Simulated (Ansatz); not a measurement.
**Question.** Each is relaxed and computed with DFT-r²SCAN in the program Ansatz with PAW potentials. Which is the only one with a gap?
A) LaSiRu, P4/nmm (La on 2c, Si on 2c, Ru on 2a)
B) La2MgVO6, R-3 (La on 6c, Mg on 3b, V on 3a, O on 18f)
C) LaSi2Ru2, I4/mmm (La on 2a, Si on 4e, Ru on 4d)
D) Mg6Cu16Si7, Fm-3m (Pearson symbol cF116)

**Answer.** B, La2MgVO6, R-3 (La on 6c, Mg on 3b, V on 3a, O on 18f). La2MgVO6: gap 0.63 eV (indirect); Mg6Cu16Si7: metal; LaSi2Ru2: metal; LaSiRu: metal. Spin orders computed, not proven ground states: La2MgVO6, R-3 (La on 6c, Mg on 3b, V on 3a, O on 18f) ferromagnetic. Standing as an ambient phase not checked: La2MgVO6, R-3 (La on 6c, Mg on 3b, V on 3a, O on 18f); Mg6Cu16Si7, Fm-3m (Pearson symbol cF116); LaSi2Ru2, I4/mmm (La on 2a, Si on 4e, Ru on 4d); LaSiRu, P4/nmm (La on 2c, Si on 2c, Ru on 2a). Perhaps ordered models of mixed-site phases: La2MgVO6, R-3 (La on 6c, Mg on 3b, V on 3a, O on 18f). All cells were relaxed under the symmetry of their starts (and spin orders); stability against distortions was not tested throughout. Rows with no word on spin ran without spin polarisation. No Hubbard U is applied. Scalar-relativistic: spin–orbit coupling is off unless named, which matters more the heavier the elements.

Potentials: the later of the program's two PAW sets.
